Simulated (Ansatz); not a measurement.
Cr2C:
```cif
data_CCr2
_chemical_formula_sum 'Cr2 C1'
_space_group_name_H-M_alt 'P-3m1'
_space_group_IT_number 164
_space_group_name_Hall '-P 3 2"'
_cell_length_a 2.77556
_cell_length_b 2.77556
_cell_length_c 4.17772
_cell_angle_alpha 90.000
_cell_angle_beta 90.000
_cell_angle_gamma 120.000
loop_
_atom_site_label
_atom_site_type_symbol
_atom_site_symmetry_multiplicity
_atom_site_Wyckoff_symbol
_atom_site_fract_x
_atom_site_fract_y
_atom_site_fract_z
_atom_site_occupancy
Cr1 Cr 2 d 0.66667 0.33333 0.24602 1
C1 C 1 b 0.00000 0.00000 0.50000 1
```

Relaxed at zero pressure with the program Ansatz at the LDA level (PAW).

**Question.** The volume is raised by 3 % and shape and atoms relax at that volume. What pressure results, and how do the axes share the change?

**Answer.** -7.9 GPa; a 1.0 %, b 1.0 %, c 0.9 %; the energy rises by 7 meV/atom.

**Question.** Give the new structure.

**Answer.** 
Space group P-3m1 (No. 164); a = b = 2.8038 Å, c = 4.2169 Å, α = β = 90.00°, γ = 120.00°

```tsv
atom	site	symmetry	x	y	z
Cr	2d	3m.	0.6667	0.3333	0.2486
C	1b	-3m.	0.0000	0.0000	0.5000
```

The phase is kept; no other phase was compared at this pressure.

The workflow started from a Materials Project entry (that database holds measured and hypothetical structures alike); the Crystallography Open Database copy checked does not list it. Whether it is the stable phase at ambient conditions was not checked. The cell was relaxed with LDA under the symmetry of its start; of distortions, only those at the zone centre were tested. No spin polarisation was allowed.

Potentials: the later of the program's two PAW sets.
